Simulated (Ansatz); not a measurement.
Ag (fcc (Cu type), Fm-3m) at seven volumes, DFT-PBE+D3(BJ) in the program Ansatz with PAW potentials, scaled uniformly. One row is withheld.

| V (Å³/atom) | P (GPa) |
|---|---|
| 15.368 | 13.58 |
| 15.875 | 8.12 |
| 16.381 | 3.66 |
| 16.888 | 0.00 |
| 17.395 | -3.01 |
| 17.901 | ? |
| 18.408 | -7.44 |

Question: Fit the shown pressures and predict the withheld one.

Answer: P = (3/2)B₀(x^(7/2) − x^(5/2))[1 + (3/4)(B′ − 4)(x − 1)] with x = (V₀/V)^(2/3). Least squares on the six rows gives V₀ = 16.887 Å³/atom, B₀ = 110 GPa, B′ = 5.68. At V = 17.901, x = 0.9619 and P = -5.43 GPa. The run itself gave -5.46 GPa.

The cell was relaxed with PBE+D3(BJ) under the symmetry of its start. The run is not spin-polarised. The pairwise dispersion correction was not fitted to metals.

Potentials: the later of the program's two PAW sets.
